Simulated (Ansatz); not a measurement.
## Fields on a plane of TlBiTe2 (space group R-3m)

```
CELL_PARAMETERS angstrom
      2.23212     1.28872     7.54702
     -2.23212     1.28872     7.54702
      0.00000    -2.57743     7.54702
ATOMIC_POSITIONS crystal
  Tl 0.50000 0.50000 0.50000
  Bi 0.00000 0.00000 0.00000
  Te 0.74432 0.74432 0.74432
  Te 0.25568 0.25568 0.25568
```

The slice is a (1 -1 0 2) plane (indices of the conventional cell) through the point (0.744, 0.744, 0.744) (fractional), spanned by u = [1 0 -1] and v = [010] in vectors of this cell: u (4.46 Å) and v (7.97 Å, at 90° to u). It covers one period; positions are fractions (u, v).

Atoms on it: Te at (0.00, 0.00); Te at (0.50, 0.53), 0.1 Å off the plane. Other atoms lie within 1 Å of the plane.

Calculation: LDA (plane waves to 420 eV, PAW, scalar-relativistic; Ansatz, a first-principles code). k mesh 9×9×9. Inside the PAW spheres the values are not all-electron values, and peaks at nuclei hang on which shells count as valence. Spin-orbit coupling is left out, though Bi and Te and Tl are heavy. TlBiTe2 was relaxed with its symmetry unable to fall.

```
v \ u  0.00  0.15  0.31  0.46  0.62  0.77  0.92
-----  ----  ----  ----  ----  ----  ----  ----
0.88   0.51  0.60  0.34  0.10  0.15  0.58  0.53
0.75   0.14  0.09  0.13  0.27  0.21  0.09  0.12
0.62   0.08  0.33  0.58  0.42  0.50  0.60  0.12
0.50   0.06  0.47  0.51     x  0.21  0.63  0.14
0.38   0.09  0.12  0.57  0.67  0.67  0.30  0.08
0.25   0.12  0.07  0.04  0.07  0.05  0.05  0.11
0.12   0.57  0.65  0.34  0.06  0.12  0.62  0.59
0.00      x  0.35  0.63  0.09  0.31  0.55     x
```

Values: electron localisation function (ELF). Points within 0.5 Å of a nucleus are blanked (x), as the pseudised field means little there.

```
|xxxxxx0055889999885500xxxx|
|xxxxxx1177888888887711xxxx|
|xx000055888888888888550000|
|44446688888888888888886644|
|88888899998888888899998888|
|88999999998888888899999999|
|88999999886655556688999999|
|99999988550000000055889999|
|9999885500xxxxxxxx00558899|
|99998822xxxxxxxxxxxx228899|
|99997700xxxxxxxxxxxx007799|
|99997711xxxxxxxxxxxx117799|
|9999884400xxxxxxxx00448899|
|999999772200xxxx0022779999|
|99999988774422224477889999|
|99999999998888888899999999|
|99999999999999999999999999|
|99999999999999999999999999|
|88889999999999999999999988|
|44557788999999999999887755|
|xx000066889999999988660000|
|xxxxxx1177999999997711xxxx|
|xxxxxx0055999999995500xxxx|
|xxxxxx0055889999885500xxxx|
```
Scale: ten equal steps from -2.00 (start of '0') to 6.35 (end of '9'), in the order '0123456789'. Values: electrostatic potential energy of an electron, from the cell's mean, in eV. The map has 13 points along u (two characters each, u = 0 at the left) and 24 along v (v = 0 in the bottom row). Points within 1 Å of a nucleus are blanked (x), as the pseudised field means little there. Values under -2 eV are set to -2. The zero, the cell's mean, hangs on the PAW cores.
